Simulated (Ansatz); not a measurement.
Space group P6/mmm (No. 191). a = 5.092 Å, b = 5.092 Å, c = 3.238 Å, α = 90.00°, β = 90.00°, γ = 120.00°
| atom | site | symmetry | x | y | z |
| --- | --- | --- | --- | --- | --- |
| Na | 1a | 6/mmm | 0.0000 | 0.0000 | 0.0000 |
| Hg | 2d | -6m2 | 0.3333 | 0.6667 | 0.5000 |

Equation of state of this NaHg₂ structure (not necessarily the ground state), with shape and atoms relaxed at each volume where symmetry leaves them free. It has no gap at any of these volumes. Theory: Ansatz, DFT r2SCAN, scalar-relativistic, plane waves, PAW.

Settings: cutoff 500 eV, Γ-centred mesh 12×12×14 on the computed 3-atom cell, Gaussian smearing of 0.10 eV; no spin polarisation.

```tsv
V (Å³/atom)	E − E(largest V) (meV/atom)	P (GPa)
22.782	2.07	2.09
23.509	-4.49	0.90
24.236	-6.50	0.02
24.963	-4.86	-0.74
25.690	0.00	-1.37
```

**Question.** Fit a third-order Birch–Murnaghan equation to E(V).

**Answer.** V0 = 24.25 Å³/atom, B0 = 27 GPa, B0' = 4.9.

Spin-orbit coupling is left out, which matters for the bands of heavy elements.